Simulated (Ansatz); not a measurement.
LaBiS$_{2}$O:
```
LaBiS2O
1.0
    4.03183     0.00000     0.00000
    0.00000     4.03183     0.00000
    0.00000     0.00000    14.02545
La Bi S O
2 2 4 2
Direct
  0.50000   0.00000   0.58919
  0.00000   0.50000   0.41081
  0.00000   0.50000   0.86920
  0.50000   0.00000   0.13080
  0.50000   0.00000   0.89031
  0.00000   0.50000   0.10969
  0.00000   0.50000   0.69178
  0.50000   0.00000   0.30822
  0.00000   0.00000   0.50000
  0.50000   0.50000   0.50000
```

x, y and z are the axes in which the lattice vectors are written.

### Question
Give the high-frequency dielectric tensor and the Born effective charge tensors of the independent atoms from DFPT, the program Ansatz at the r²SCAN+D4 level (PAW).

### Answer

ε∞:
```
14.0  0.00  0.00
0.00  14.0  0.00
0.00  0.00  6.72
```
Z* of atom 1 (La), rows: field, columns: displacement, in e:
```
4.36  0.00  0.00
0.00  4.36  0.00
0.00  0.00  4.78
```
Z* of atom 3 (Bi), rows: field, columns: displacement, in e:
```
6.76  0.00  0.00
0.00  6.76  0.00
0.00  0.00  3.53
```
Z* of atom 5 (S), rows: field, columns: displacement, in e:
```
-6.71   0.00   0.00
 0.00  -6.71   0.00
 0.00   0.00  -1.56
```
Z* of atom 7 (S), rows: field, columns: displacement, in e:
```
-1.43   0.00   0.00
 0.00  -1.43   0.00
 0.00   0.00  -3.13
```
Z* of atom 9 (O), rows: field, columns: displacement, in e:
```
-2.98   0.00   0.00
 0.00  -2.98   0.00
 0.00   0.00  -3.61
```

Static charges for comparison (Bader): La1 +2.08, Bi3 +1.33, S5 -0.99, S7 -1.09, O9 -1.33 e. Born charges measure polarisation by displacement and can exceed these by far.

Space group P4/nmm. The first step of the workflow began from a Materials Project structure, measured or hypothetical; the Crystallography Open Database copy checked does not list it. Its standing as an ambient phase is unchecked. The r²SCAN+D4 relaxation kept the symmetry of its start. At this level the phase is dynamically unstable (imaginary phonons). Spin–orbit coupling is left out wherever it is not named.

Potentials: the earlier of the program's two PAW sets.
